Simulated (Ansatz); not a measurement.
In (diamond, Fd-3m) at seven volumes, the program Ansatz at the PBEsol level (PAW), scaled uniformly. One row is withheld.

```csv
V (Å³/atom),P (GPa)
32.196,3.26
33.257,?
34.319,0.87
35.380,0.00
36.441,-0.76
37.503,-1.41
38.564,-1.90
```

### Question
Fit the shown pressures and predict the withheld one.

### Answer
Third-order Birch–Murnaghan: P = (3/2)B₀(x^(7/2) − x^(5/2))[1 + (3/4)(B′ − 4)(x − 1)] with x = (V₀/V)^(2/3). Least squares on the six rows gives V₀ = 35.358 Å³/atom, B₀ = 27.41 GPa, B′ = 5.08. At V = 33.257, x = 1.0417 and P = 1.96 GPa. The run itself gave 1.94 GPa.

The start of the workflow was typed in or built on a structure type; neither database checked (COD, Materials Project) lists it. It is not the phase usual at ambient conditions (space group No. 139). The cell was relaxed with PBEsol under the symmetry of its start. At this level the phase is mechanically unstable. The volume moved by -16 % from the start of the relaxation.

Potentials: the earlier of the program's two PAW sets. The files were generated under PBE; for other functionals the program regenerates the frozen cores, and for LDA and PBEsol the local potential too.
